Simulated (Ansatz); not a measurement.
Input file for Ansatz (a program for electronic structure):

Ansatz 0.2 input:
```yaml
crystal:
  lattice:
    - [5.0395516717, 0.0, 0.0]
    - [0.0, 5.0395516717, 0.0]
    - [0.0, 0.0, 3.4930505945]
  atoms:
    - { symbol: Hf, position: [0.5, 0.5, 0.5] }
    - { symbol: Co, position: [0.0, 0.0, 0.5] }
    - { symbol: Co, position: [0.2303301079, 0.2303301079, 0.0] }
    - { symbol: Co, position: [0.7696698921, 0.7696698921, 0.0] }
    - { symbol: Co, position: [0.7696698921, 0.2303301079, 0.0] }
    - { symbol: Co, position: [0.2303301079, 0.7696698921, 0.0] }
    - { symbol: Co, position: [0.0, 0.5, 0.5] }
    - { symbol: Co, position: [0.5, 0.0, 0.5] }
kpoints:
  mp_grid: { grid: [12, 12, 17] }
hamiltonian:
  xc: pbesol
  pseudopotentials: { kind: paw }
scf:
  occupations: { method: fermi_dirac, width: 0.1 }
elastic: { mode: relaxed_ion, stencil: two_point, amplitude: 0.005, f_tol: 0.0005 }
```

Output (shortened):

```
Pseudopotential: Hf, paw, valence charge 26
Pseudopotential: Co, paw, valence charge 17
Functional definition: PBEsol
Crystal: 8 atoms, lattice volume = 88.713 Å³
Basis set: ecut = 420 eV, 1751 PW (Γ), exchange–correlation on 72×72×48 points (8 copies of the dense FFT grid, shifted against one another)
Bands: 87, of which v1, the nominal top of the filled ones, is band 73 counted from 1 (72 counted from 0)
Symmetry: 16 space group operations
Space group: P4/mmm (ITA 123), of the structure as read, at distance tolerance 4.5e-5 Å
k-points: 252 of 2448
SCF 1 converged in 17 iterations: F = -51249.003856 eV  dr2 = 9.65e-14
relax step   1: F+E_penalty+E_count = -51249.00385643 eV  Δ(F+E_penalty+E_count) = +0.000e0 eV  max|allowed force component| = 1.344e-2 eV/Å  Δτ_max = 0.0000 Å  (17 SCF iters, accepted)
Crystal: 8 atoms, lattice volume = 88.713 Å³
SCF 2 converged in 16 iterations: F = -51249.003882 eV  dr2 = 3.92e-14
relax step   2: F+E_penalty+E_count = -51249.00388239 eV  Δ(F+E_penalty+E_count) = -2.596e-5 eV  max|allowed force component| = 8.340e-3 eV/Å  Δτ_max = 0.0004 Å  (16 SCF iters, accepted)
Crystal: 8 atoms, lattice volume = 88.713 Å³
SCF 3 converged in 13 iterations: F = -51249.003899 eV  dr2 = 8.01e-15
relax step   3: F+E_penalty+E_count = -51249.00389865 eV  Δ(F+E_penalty+E_count) = -1.626e-5 eV  max|allowed force component| = 1.665e-5 eV/Å  Δτ_max = 0.0007 Å  (13 SCF iters, accepted)
Crystal: 8 atoms, lattice volume = 88.713 Å³
SCF 4 converged in 14 iterations: F = -51249.003899 eV  dr2 = 4.88e-18
Crystal: 8 atoms, lattice volume = 88.270 Å³
Basis set: ecut = 420 eV, 1743 PW (Γ), exchange–correlation on 72×72×48 points (8 copies of the dense FFT grid, shifted against one another)
Symmetry: 8 space group operations
k-points: 441 of 2448
SCF 5 converged in 17 iterations: F = -51248.999560 eV  dr2 = 3.16e-14
relax step   1: F+E_penalty+E_count = -51248.99955955 eV  Δ(F+E_penalty+E_count) = +0.000e0 eV  max|allowed force component| = 4.810e-2 eV/Å  Δτ_max = 0.0000 Å  (17 SCF iters, accepted)
Crystal: 8 atoms, lattice volume = 88.270 Å³
SCF 6 converged in 14 iterations: F = -51248.999865 eV  dr2 = 2.38e-14
relax step   2: F+E_penalty+E_count = -51248.99986463 eV  Δ(F+E_penalty+E_count) = -3.051e-4 eV  max|allowed force component| = 2.228e-3 eV/Å  Δτ_max = 0.0033 Å  (14 SCF iters, accepted)
Crystal: 8 atoms, lattice volume = 88.270 Å³
SCF 7 converged in 11 iterations: F = -51248.999865 eV  dr2 = 3.05e-14
relax step   3: F+E_penalty+E_count = -51248.99986530 eV  Δ(F+E_penalty+E_count) = -6.657e-7 eV  max|allowed force component| = 1.720e-5 eV/Å  Δτ_max = 0.0001 Å  (11 SCF iters, accepted)
Crystal: 8 atoms, lattice volume = 88.270 Å³
SCF 8 converged in 14 iterations: F = -51248.999865 eV  dr2 = 1.82e-18
Crystal: 8 atoms, lattice volume = 89.157 Å³
SCF 9 converged in 17 iterations: F = -51249.002131 eV  dr2 = 5.52e-14
relax step   1: F+E_penalty+E_count = -51249.00213102 eV  Δ(F+E_penalty+E_count) = +0.000e0 eV  max|allowed force component| = 4.597e-2 eV/Å  Δτ_max = 0.0000 Å  (17 SCF iters, accepted)
Crystal: 8 atoms, lattice volume = 89.157 Å³
SCF 10 converged in 14 iterations: F = -51249.002433 eV  dr2 = 2.42e-14
relax step   2: F+E_penalty+E_count = -51249.00243264 eV  Δ(F+E_penalty+E_count) = -3.016e-4 eV  max|allowed force component| = 3.082e-3 eV/Å  Δτ_max = 0.0030 Å  (14 SCF iters, accepted)
Crystal: 8 atoms, lattice volume = 89.157 Å³
SCF 11 converged in 11 iterations: F = -51249.002434 eV  dr2 = 8.70e-14
relax step   3: F+E_penalty+E_count = -51249.00243391 eV  Δ(F+E_penalty+E_count) = -1.268e-6 eV  max|allowed force component| = 2.414e-5 eV/Å  Δτ_max = 0.0002 Å  (11 SCF iters, accepted)
Crystal: 8 atoms, lattice volume = 89.157 Å³
SCF 12 converged in 14 iterations: F = -51249.002434 eV  dr2 = 1.25e-18
Crystal: 8 atoms, lattice volume = 88.270 Å³
Basis set: ecut = 420 eV, 1735 PW (Γ), exchange–correlation on 72×72×48 points (8 copies of the dense FFT grid, shifted against one another)
SCF 13 converged in 17 iterations: F = -51248.999377 eV  dr2 = 6.38e-14
relax step   1: F+E_penalty+E_count = -51248.99937667 eV  Δ(F+E_penalty+E_count) = +0.000e0 eV  max|allowed force component| = 1.119e-3 eV/Å  Δτ_max = 0.0000 Å  (17 SCF iters, accepted)
Crystal: 8 atoms, lattice volume = 88.270 Å³
SCF 14 converged in 11 iterations: F = -51248.999377 eV  dr2 = 1.74e-14
relax step   2: F+E_penalty+E_count = -51248.99937696 eV  Δ(F+E_penalty+E_count) = -2.887e-7 eV  max|allowed force component| = 1.550e-5 eV/Å  Δτ_max = 0.0001 Å  (11 SCF iters, accepted)
Crystal: 8 atoms, lattice volume = 88.270 Å³
SCF 15 converged in 14 iterations: F = -51248.999377 eV  dr2 = 4.64e-18
Crystal: 8 atoms, lattice volume = 89.157 Å³
SCF 16 converged in 17 iterations: F = -51249.003481 eV  dr2 = 7.07e-14
relax step   1: F+E_penalty+E_count = -51249.00348114 eV  Δ(F+E_penalty+E_count) = +0.000e0 eV  max|allowed force component| = 1.168e-3 eV/Å  Δτ_max = 0.0000 Å  (17 SCF iters, accepted)
Crystal: 8 atoms, lattice volume = 89.157 Å³
SCF 17 converged in 9 iterations: F = -51249.003481 eV  dr2 = 6.10e-14
relax step   2: F+E_penalty+E_count = -51249.00348134 eV  Δ(F+E_penalty+E_count) = -1.987e-7 eV  max|allowed force component| = 7.263e-4 eV/Å  Δτ_max = 0.0000 Å  (9 SCF iters, accepted)
Crystal: 8 atoms, lattice volume = 89.157 Å³
SCF 18 converged in 10 iterations: F = -51249.003481 eV  dr2 = 8.92e-14
relax step   3: F+E_penalty+E_count = -51249.00348147 eV  Δ(F+E_penalty+E_count) = -1.254e-7 eV  max|allowed force component| = 2.814e-7 eV/Å  Δτ_max = 0.0001 Å  (10 SCF iters, accepted)
Crystal: 8 atoms, lattice volume = 89.157 Å³
SCF 19 converged in 14 iterations: F = -51249.003481 eV  dr2 = 3.21e-18
Crystal: 8 atoms, lattice volume = 88.713 Å³
Basis set: ecut = 420 eV, 1747 PW (Γ), exchange–correlation on 72×72×48 points (8 copies of the dense FFT grid, shifted against one another)
Symmetry: 4 space group operations
k-points: 721 of 2448
SCF 20 converged in 14 iterations: F = -51249.002714 eV  dr2 = 2.81e-14
relax step   1: F+E_penalty+E_count = -51249.00271374 eV  Δ(F+E_penalty+E_count) = +0.000e0 eV  max|allowed force component| = 3.153e-3 eV/Å  Δτ_max = 0.0000 Å  (14 SCF iters, accepted)
Crystal: 8 atoms, lattice volume = 88.713 Å³
SCF 21 converged in 8 iterations: F = -51249.002715 eV  dr2 = 3.08e-14
relax step   2: F+E_penalty+E_count = -51249.00271483 eV  Δ(F+E_penalty+E_count) = -1.092e-6 eV  max|allowed force component| = 2.019e-3 eV/Å  Δτ_max = 0.0001 Å  (8 SCF iters, accepted)
Crystal: 8 atoms, lattice volume = 88.713 Å³
SCF 22 converged in 9 iterations: F = -51249.002716 eV  dr2 = 2.64e-14
relax step   3: F+E_penalty+E_count = -51249.00271559 eV  Δ(F+E_penalty+E_count) = -7.596e-7 eV  max|allowed force component| = 1.136e-5 eV/Å  Δτ_max = 0.0002 Å  (9 SCF iters, accepted)
Crystal: 8 atoms, lattice volume = 88.713 Å³
SCF 23 converged in 14 iterations: F = -51249.002716 eV  dr2 = 9.46e-18
Crystal: 8 atoms, lattice volume = 88.713 Å³
SCF 24 converged in 14 iterations: F = -51249.002714 eV  dr2 = 2.86e-14
relax step   1: F+E_penalty+E_count = -51249.00271374 eV  Δ(F+E_penalty+E_count) = +0.000e0 eV  max|allowed force component| = 3.153e-3 eV/Å  Δτ_max = 0.0000 Å  (14 SCF iters, accepted)
Crystal: 8 atoms, lattice volume = 88.713 Å³
SCF 25 converged in 8 iterations: F = -51249.002715 eV  dr2 = 3.07e-14
relax step   2: F+E_penalty+E_count = -51249.00271483 eV  Δ(F+E_penalty+E_count) = -1.092e-6 eV  max|allowed force component| = 2.019e-3 eV/Å  Δτ_max = 0.0001 Å  (8 SCF iters, accepted)
Crystal: 8 atoms, lattice volume = 88.713 Å³
SCF 26 converged in 9 iterations: F = -51249.002716 eV  dr2 = 2.70e-14
relax step   3: F+E_penalty+E_count = -51249.00271559 eV  Δ(F+E_penalty+E_count) = -7.596e-7 eV  max|allowed force component| = 1.136e-5 eV/Å  Δτ_max = 0.0002 Å  (9 SCF iters, accepted)
Crystal: 8 atoms, lattice volume = 88.713 Å³
SCF 27 converged in 14 iterations: F = -51249.002716 eV  dr2 = 8.66e-18
Crystal: 8 atoms, lattice volume = 88.713 Å³
k-points: 387 of 2448
SCF 28 converged in 16 iterations: F = -51249.003315 eV  dr2 = 5.53e-14
relax step   1: F+E_penalty+E_count = -51249.00331510 eV  Δ(F+E_penalty+E_count) = +0.000e0 eV  max|allowed force component| = 1.816e-3 eV/Å  Δτ_max = 0.0000 Å  (16 SCF iters, accepted)
Crystal: 8 atoms, lattice volume = 88.713 Å³
SCF 29 converged in 9 iterations: F = -51249.003316 eV  dr2 = 9.59e-14
relax step   2: F+E_penalty+E_count = -51249.00331616 eV  Δ(F+E_penalty+E_count) = -1.059e-6 eV  max|allowed force component| = 1.020e-3 eV/Å  Δτ_max = 0.0001 Å  (9 SCF iters, accepted)
Crystal: 8 atoms, lattice volume = 88.713 Å³
SCF 30 converged in 10 iterations: F = -51249.003317 eV  dr2 = 4.22e-14
relax step   3: F+E_penalty+E_count = -51249.00331664 eV  Δ(F+E_penalty+E_count) = -4.808e-7 eV  max|allowed force component| = 9.721e-7 eV/Å  Δτ_max = 0.0002 Å  (10 SCF iters, accepted)
Crystal: 8 atoms, lattice volume = 88.713 Å³
SCF 31 converged in 14 iterations: F = -51249.003317 eV  dr2 = 1.63e-18
Crystal: 8 atoms, lattice volume = 88.713 Å³
SCF 32 converged in 16 iterations: F = -51249.003315 eV  dr2 = 5.52e-14
relax step   1: F+E_penalty+E_count = -51249.00331510 eV  Δ(F+E_penalty+E_count) = +0.000e0 eV  max|allowed force component| = 1.816e-3 eV/Å  Δτ_max = 0.0000 Å  (16 SCF iters, accepted)
Crystal: 8 atoms, lattice volume = 88.713 Å³
SCF 33 converged in 9 iterations: F = -51249.003316 eV  dr2 = 9.58e-14
relax step   2: F+E_penalty+E_count = -51249.00331616 eV  Δ(F+E_penalty+E_count) = -1.060e-6 eV  max|allowed force component| = 1.020e-3 eV/Å  Δτ_max = 0.0001 Å  (9 SCF iters, accepted)
Crystal: 8 atoms, lattice volume = 88.713 Å³
SCF 34 converged in 10 iterations: F = -51249.003317 eV  dr2 = 4.31e-14
relax step   3: F+E_penalty+E_count = -51249.00331664 eV  Δ(F+E_penalty+E_count) = -4.808e-7 eV  max|allowed force component| = 9.700e-7 eV/Å  Δτ_max = 0.0002 Å  (10 SCF iters, accepted)
Crystal: 8 atoms, lattice volume = 88.713 Å³
SCF 35 converged in 14 iterations: F = -51249.003317 eV  dr2 = 1.64e-18
SCF converged after 14 iterations
Stability not checked: this state was not tested for a lower state beside it, because too few of the mixer's solves of this state at the end of the SCF gave a …
Free energy (F): -51249.003899 eV
Harris-Foulkes:  -51249.003899 eV  (|F-HF|=7.28e-12)
Internal energy: -51248.505635 eV  (E = F + TS)
E sigma→0 (E₀):  -51248.754767 eV
Entropy (-TS):   -0.498264 eV (-62.283 meV/atom)
Fermi energy:    20.863326 eV
--- Per-component energies (eV) ---
  E_band       = -1346.439073
  E_kinetic    = 3630.477508
  E_local      = -23624.973570  (includes V_loc(G=0)·N_el)
  E_nonlocal   = 1947.264700
  E_hartree    = 10204.783360
  E_xc         = -1411.170687
  E_vxc        = -1709.716594  (∫ρ·V_xc dr)
  E_paw        = -17187.550049  (= ΣΔE_a)
  E_vpaw       = -1999.058231  (= ΣTr[D̂ρ^β])
  E_aug_tail   = 0.000395  (compensation charges beyond the density's cutoff)
  E_ewald      = -24809.907318
  E_core_change = 2.570026  (= ΣΔE_core)
  E_smearing   = -0.498264  (= −TS)
  E_closure    =  0.000000  (closes the sum)
  Σ components = -51249.003899   (vs F -51249.003899, Δ=0.00e0)
--- Forces (eV/Å), atoms counted from 1 ---
  atom   1  Hf     0.00000000     0.00000000     0.00000000
  atom   2  Co     0.00000000     0.00000000     0.00000000
  atom   3  Co     0.00001665     0.00001665     0.00000000
  atom   4  Co    -0.00001665    -0.00001665     0.00000000
  atom   5  Co    -0.00001665     0.00001665     0.00000000
  atom   6  Co     0.00001665    -0.00001665     0.00000000
  atom   7  Co     0.00000000     0.00000000     0.00000000
  atom   8  Co     0.00000000     0.00000000     0.00000000
  max |Σ_I F_I| component: 1.39e-17 eV/Å
--- Stress (GPa, compression-positive) ---
        0.451999       0.000000       0.000000
        0.000000       0.451999       0.000000
        0.000000       0.000000       0.737889
  P = ⅓ Tr σ = 0.5473 GPa (5.473 kbar)
--- Band table (eV; the first three rows and the last of 252) ---
  k-point 0: bands = ["-73.9707", "-73.7401", "-73.7087", "-73.7010", "-73.7010", "-73.6907", "-73.6763", "-40.0195", "-37.4622", "-37.4314", "-37.4314", "-37.2738", "-37.2373", "-37.2373", "-37.2300", "-37.1967", "-37.1579", "-37.1579", "-37.1222", …
  k-point 1: bands = ["-73.9706", "-73.7398", "-73.7087", "-73.7010", "-73.7010", "-73.6911", "-73.6763", "-40.0193", "-37.4628", "-37.4317", "-37.4317", "-37.2774", "-37.2376", "-37.2376", "-37.2317", "-37.1925", "-37.1603", "-37.1603", "-37.1186", …
  k-point 2: bands = ["-73.9702", "-73.7389", "-73.7087", "-73.7010", "-73.7010", "-73.6924", "-73.6763", "-40.0186", "-37.4648", "-37.4326", "-37.4326", "-37.2870", "-37.2384", "-37.2384", "-37.2338", "-37.1828", "-37.1651", "-37.1651", "-37.1133", …
  k-point 251: bands = ["-73.9661", "-73.7203", "-73.7089", "-73.7089", "-73.7006", "-73.7006", "-73.6819", "-40.0204", "-37.4802", "-37.4072", "-37.4072", "-37.2612", "-37.2505", "-37.2505", "-37.2353", "-37.1806", "-37.1779", "-37.1257", "-37.1245", …
--- Elastic constants: 4 strain directions × 2 members + reference (group order 16) ---
  dense FFT box of the reference and of every strained cell: 36×36×24
  strains applied: 11, 33, 23, 12; error gains …
  reference relaxed by the batch: 3 steps …
  largest displacement 1.1e-3 Å; the constants are those of the deck's cell at these positions:
  atoms:
    - { symbol: Hf, position: [0.5, 0.5, 0.5] }
    - { symbol: Co, position: [0.0, 0.0, 0.5] }
    - { symbol: Co, position: [0.23048580376236097, 0.23048580376236097, 0.0] }
    - { symbol: Co, position: [0.7695141962376392, 0.7695141962376392, 0.0] }
    - { symbol: Co, position: [0.7695141962376392, 0.23048580376236097, 0.0] }
    - { symbol: Co, position: [0.23048580376236097, 0.7695141962376392, 0.0] }
    - { symbol: Co, position: [0.0, 0.5, 0.5] }
    - { symbol: Co, position: [0.5, 0.0, 0.5] }
  C = ∂σ_k/∂η_j (tension-positive GPa; Voigt order 11 22 33 23 13 12):
       397.827    132.185    192.740      0.000      0.000      0.000
       132.185    397.827    192.740      0.000      0.000      0.000
       193.024    193.024    356.575      0.000      0.000      0.000
         0.000      0.000      0.000    170.050      0.000      0.000
         0.000      0.000      0.000      0.000    170.050      0.000
         0.000      0.000      0.000      0.000      0.000     84.051
  reference stress σ⁰ (GPa):     -0.452     -0.452     -0.738      0.000      0.000      0.000
  moduli (Voigt/Reuss/Hill, GPa): K = 243.13/242.95/243.04   G = 127.12/113.85/120.48   E = 310.19   ν = 0.287
  mechanically stable: yes (min eigenvalue of sym C = 84.05 GPa)
  harmonic check of the ions' relaxations: strain 33: 1 pair too noisy to judge …
  the stresses are not corrected for the forces that the relaxations left standing (`elastic.f_tol`)
  strain η (Voigt 11):  stress-route row diagonal C_11 = 397.83 GPa, energy-path curvature d²(F+E_count+ΔE)/dδ²/Ω₀ = 397.76 GPa
         δ    σ_11 (GPa)             F (eV)   n_scf  n_hpsi   n_pw
    -5.000e-3      -2.4896      -51248.9998653      14  752742   1748   relax 3 steps, max|allowed force component| 1.72e-5 eV/Å
     5.000e-3       1.4887      -51249.0024339      14  752257   1760   relax 3 steps, max|allowed force component| 2.41e-5 eV/Å
  strain η (Voigt 33):  stress-route row diagonal C_33 = 356.57 GPa, energy-path curvature d²(F+E_count+ΔE)/dδ²/Ω₀ = 356.59 GPa
         δ    σ_33 (GPa)             F (eV)   n_scf  n_hpsi   n_pw
    -5.000e-3      -2.5456      -51248.9993770      14  431289   1748   relax 2 steps, max|allowed force component| 1.55e-5 eV/Å
     5.000e-3       1.0201      -51249.0034815      14  430900   1757   relax 3 steps, max|allowed force component| 2.81e-7 eV/Å
  strain η (Voigt 23):  stress-route row diagonal C_44 = 170.05 GPa, energy-path curvature d²(F+E_count+ΔE)/dδ²/Ω₀ = 170.35 GPa
         δ    σ_23 (GPa)             F (eV)   n_scf  n_hpsi   n_pw
    -5.000e-3      -0.8503      -51249.0027156      14  1230673   1753   relax 3 steps, max|allowed force component| 1.14e-5 eV/Å
     5.000e-3       0.8503      -51249.0027156      14  1230804   1753   relax 3 steps, max|allowed force component| 1.14e-5 eV/Å
  strain η (Voigt 12):  stress-route row diagonal C_66 = 84.05 GPa, energy-path curvature d²(F+E_count+ΔE)/dδ²/Ω₀ = 84.21 GPa
         δ    σ_12 (GPa)             F (eV)   n_scf  n_hpsi   n_pw
    -5.000e-3      -0.4203      -51249.0033166      14  658822   1750   relax 3 steps, max|allowed force component| 9.72e-7 eV/Å
     5.000e-3       0.4203      -51249.0033166      14  658853   1750   relax 3 steps, max|allowed force component| 9.70e-7 eV/Å
```

Cost: about 110 core-minutes (a rough figure) on shared cores.

The first step of the workflow began from a Materials Project structure, measured or hypothetical; the Crystallography Open Database copy checked does not list it. Its standing as an ambient phase is unchecked. Symmetry was held in the PBEsol relaxation; whether a distortion lowers the energy is not shown. No spin polarisation was allowed. The program gave a warning on the electronic state, which may not be the lowest. As this level gives no gap, shear constants depend on the k-mesh and smearing (Fermi–Dirac, 0.1 eV here). Axis ratios of metals converge slowly with the k-mesh, so a and c are less sure than the volume. On the denser mesh and wider smearing of the elastic run this cell carries a stress of 0.7 GPa. Spin–orbit coupling is left out wherever it is not named.

Potentials: the later of the program's two PAW sets.

Ansatz is a plane-wave DFT program.
